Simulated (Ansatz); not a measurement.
Rb₂AsI₆ in Ansatz, settings compared

Run with:

```bash
ansatz run input.yaml --threads 1 --pin off --max-ram 2560MiB --backend cpu --events-out ev --progress --plain --runs-dir out
```

The input file (Ansatz 0.2.0, plane waves):

```yaml
crystal:
  lattice:
    - [0.0, 5.661061, 5.661061]
    - [5.661061, 0.0, 5.661061]
    - [5.661061, 5.661061, 0.0]
  atoms:
    - { symbol: I, position: [0.762, 0.238, 0.238] }
    - { symbol: I, position: [0.238, 0.762, 0.238] }
    - { symbol: I, position: [0.238, 0.762, 0.762] }
    - { symbol: I, position: [0.762, 0.238, 0.762] }
    - { symbol: I, position: [0.238, 0.238, 0.762] }
    - { symbol: I, position: [0.762, 0.762, 0.238] }
    - { symbol: As, position: [0.0, 0.0, 0.0] }
    - { symbol: Rb, position: [0.25, 0.25, 0.25] }
    - { symbol: Rb, position: [0.75, 0.75, 0.75] }
  symmetry: { tolerance: 0.0003 }
kpoints:
  mp_grid: { grid: [3, 3, 3], shift: [0, 0, 0] }
magnetization:
  spin_polarized: false
scf:
  occupations: { method: fermi_dirac, width: 0.0661 }
hamiltonian:
  pseudopotentials: { kind: paw }
  xc: r2scan
basis:
  ecutwfc: 500
output:
  forces: true
  stress: true
  eigenvalues: true
```

Origin of the cell: a known structure type with other elements, at an estimated volume, so it need not be a known compound.

Output of this run (shortened):

```
Pseudopotentials: kind: paw
Pseudopotential: I, paw, valence charge 17, recommended cutoff 500 eV (meta_gga), I.paw.azcp
Pseudopotential: As, paw, valence charge 15, recommended cutoff 500 eV (meta_gga), As.paw.azcp
Pseudopotential: Rb, paw, valence charge 9, recommended cutoff 500 eV (meta_gga), Rb.paw.azcp
Functional definition: r2SCAN
  exchange = r2scan_x(k0 = k0, k1 = k1, a1 = a1)
  correlation = r2scan_c
Crystal: 9 atoms, lattice volume = 362.847 Å³
Basis set: ecut = 500 eV, 9257 PW (Γ), exchange–correlation on 240×240×240 points (64 copies of the dense FFT grid, shifted against one another)
Bands: 81, of which v1, the nominal top of the filled ones, is band 68 counted from 1 (67 counted from 0)
Symmetry: 48 space group operations
[… 11 lines left out …]
Initial density: superposition of atomic densities (neutral atoms: chi_scale 0, normalization atom), corrected by the library's trained network
Functional: x = r2scan, c = r2scan; τ floored in thin density (d = 2e-4 eV/Å³)
SCF iter   1: F=—  HF=-56595.746272 eV  Δρ=3.54e-3  dr2=5.51e-2  dr2_τ=9.08e-3  defer=4
SCF iter   2: F=—  HF=-56595.797661 eV  Δρ=1.42e-3  dr2=8.62e-3  dr2_τ=1.68e-4  defer=28
SCF iter   3: F=—  HF=-56595.793645 eV  Δρ=6.52e-4  dr2=1.64e-3  dr2_τ=2.70e-5  defer=20
SCF iter   4: F=—  HF=-56595.793429 eV  Δρ=3.23e-4  dr2=4.47e-4  dr2_τ=5.10e-6  defer=20
SCF iter   5: F=—  HF=-56595.793324 eV  Δρ=1.11e-4  dr2=7.77e-5  dr2_τ=4.02e-7  defer=20
SCF iter   6: F=—  HF=-56595.793500 eV  Δρ=3.79e-5  dr2=7.84e-6  dr2_τ=1.89e-7  defer=20
SCF iter   7: F=—  HF=-56595.793498 eV  Δρ=6.83e-6  dr2=1.80e-7  dr2_τ=6.89e-9  defer=20
SCF iter   8: F=-56595.793498 eV  HF=-56595.793498 eV  Δρ=2.20e-6  dr2=1.18e-8  dr2_τ=6.59e-10
SCF 1 converged in 8 iterations: F = -56595.793498 eV  dr2 = 1.18e-8
SCF converged after 8 iterations
Free energy (F): -56595.793498 eV
Harris-Foulkes:  -56595.793498 eV  (|F-HF|=8.34e-9)
Internal energy: -56595.723294 eV  (E = F + TS)
E sigma→0 (E₀):  -56595.758396 eV
Entropy (-TS):   -0.070205 eV (-7.801 meV/atom)
Fermi energy:    4.663371 eV
--- Per-component energies (eV) ---
  E_band       = -2911.941870
  E_kinetic    = 1623.716022
  E_local      = -17169.821582  (includes V_loc(G=0)·N_el)
  E_nonlocal   = -870.222569
  E_hartree    = 8538.616202
  E_xc         = -1050.199711
  E_vxc        = -1226.429344  (∫ρ·V_xc dr)
  E_paw        = -36147.719598  (= ΣΔE_a)
  E_vpaw       = -2416.854318  (= ΣTr[D̂ρ^β])
  E_aug_tail   = -0.000192  (compensation charges beyond the density's cutoff)
  E_vtau       = 70.446051  (kinetic-family band-sum trace: ∫τ·v_τ [+ j·A + Jᵃ·Aᵃ] dr)
  E_ewald      = -11518.778921
  E_core_change = -1.312945  (= ΣΔE_core)
  E_smearing   = -0.070205  (= −TS)
  Σ components = -56595.793498   (vs F -56595.793498, Δ=0.00e0)
--- Forces (eV/Å), atoms counted from 1 ---
  atom   1  I      0.946533    -0.000000     0.000000
[… 3 lines left out …]
  atom   5  I     -0.000000    -0.000000     0.946533
  atom   6  I     -0.000000    -0.000000    -0.946533
  atom   7  As     0.000000    -0.000000     0.000000
  atom   8  Rb     0.000000    -0.000000     0.000000
  atom   9  Rb     0.000000    -0.000000     0.000000
  max |Σ_I F_I| component: 2.19e-16 eV/Å
--- Stress (GPa, compression-positive) ---
        2.156481      -0.000000       0.000000
       -0.000000       2.156481      -0.000000
        0.000000      -0.000000       2.156481
  P = ⅓ Tr σ = 2.1565 GPa (21.565 kbar)
```

The same input was run again with these changes:

1. `scf.occupations.width` 0.0661 → 0.3; `kpoints.mp_grid.grid` [3, 3, 3] → [2, 2, 2]
2. `basis.ecutwfc` 500 → "200 eV"; `scf.lower_state_search` default → standard
3. `scf.lower_state_search` default → standard
4. `scf.mixing.preconditioner` default → kerker

| run | end | SCF iterations | P (GPa) | max force component (eV/Å) | moment (μB) | ΔE(σ→0) (meV/atom) |
| --- | --- | --- | --- | --- | --- | --- |
| base | converged | 8 | 2.16 | 0.947 | – | 0 |
| 1 | converged | 7 | 2.83 | 1.080 | – | 0.71 |
| 2 | converged | 9 | 1.53 | 1.208 | – | 6965.88 |
| 3 | converged | 8 | 2.16 | 0.947 | – | 0.00 |
| 4 | converged | 10 | 2.16 | 0.947 | – | 0.00 |

Energies are compared only where functional, datasets, charge and starting cell are the same.

Not properties of the system: run 1 (too coarse or loose: `scf.occupations.width` = 0.3, `kpoints.mp_grid.grid` = [2, 2, 2]), run 2 (too coarse or loose: `basis.ecutwfc` = "200 eV").

Caveats of the base run: no moments, though an odd count or open d shells may carry them; no spin-orbit coupling, though heavy elements are present; the k mesh is coarse if the cell is a metal.

Run 1: wide smearing.
Run 2: the cutoff lies below the datasets' advice.

The base run took 10 s on 1 thread of Intel(R) Xeon(R) 6975P-C (Granite Rapids), with other jobs on the host, peak memory 1.7 GiB, from the program's own first density.
